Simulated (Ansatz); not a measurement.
Structure: Ga3Sb2P as one 6-atom ordering (Imm2) on the zincblende lattice, at its r2SCAN minimum. The symmetry is Imm2 (No. 44, orthorhombic); conventional cell a = 4.177 Å, b = 12.516 Å, c = 5.893 Å, 25.67 Å³ an atom. P is surrounded by 4 Ga at 2.37–2.45 Å; Ga is surrounded by 2 P at 2.45 Å and 2 Sb at 2.65 Å; Sb is surrounded by 4 Ga at 2.62–2.65 Å; Ga is surrounded by 1 P at 2.37 Å and 3 Sb at 2.62–2.65 Å.

```cif
data_structure
_symmetry_space_group_name_H-M 'Imm2'
_symmetry_Int_Tables_number 44
_cell_length_a 4.1770
_cell_length_b 12.5163
_cell_length_c 5.8926
_cell_angle_alpha 90.000
_cell_angle_beta 90.000
_cell_angle_gamma 90.000
_cell_volume 308.07
loop_
_atom_site_label
_atom_site_type_symbol
_atom_site_symmetry_multiplicity
_atom_site_Wyckoff_symbol
_atom_site_fract_x
_atom_site_fract_y
_atom_site_fract_z
_atom_site_occupancy
P1 P 2 a 0.00000 0.00000 0.00130 1
Ga1 Ga 2 b 0.50000 0.00000 0.21811 1
Sb1 Sb 4 d 0.00000 0.33489 0.99881 1
Ga2 Ga 4 d 0.50000 0.34675 0.26648 1
```

3 runs of Ansatz 0.2.0 on this cell differ in the functional (and in the settings that go with it). Levels are in eV from each run's valence top; v1 is the last filled band, c1 the first empty one.

Run A, mean stress +2.1 GPa (compression positive):
```
point     v5     v3     v1    c1    c2    c3
    Γ  -2.77  -0.27   0.00  0.13  1.38  2.10
    X  -2.71  -2.15  -0.20  0.67  1.05  2.00
   F₀  -3.04  -2.53  -1.52  1.06  1.25  1.79
```

Run B, mean stress 0.0 GPa (compression positive):
```
point     v5     v3     v1    c1    c2    c3
    Γ  -2.91  -0.28   0.00  0.52  1.67  2.38
    X  -2.83  -2.22  -0.21  0.89  1.28  2.31
   F₀  -3.17  -2.64  -1.59  1.28  1.48  2.05
```

Run C, mean stress +0.3 GPa (compression positive):
```
point     v5     v3     v1    c1    c2    c3
    Γ  -3.04  -0.27   0.00  0.89  2.09  2.74
    X  -2.92  -2.26  -0.20  1.28  1.59  2.73
   F₀  -3.30  -2.72  -1.61  1.62  1.82  2.41
```

**Question.** Match the runs to PBE, r2SCAN, HSE06.

**Answer.** A is PBE, B is r2SCAN, C is HSE06. In order of the gap: PBE 0.13, r2SCAN 0.52, HSE06 0.89 eV.

The calculation is spin-unpolarised, and the structure need not be a phase that has been made.

Spin-orbit coupling is left out, which matters wherever the heavy atoms make up the band edges.

The program warns that its thresholds are loose for a hybrid's stress.
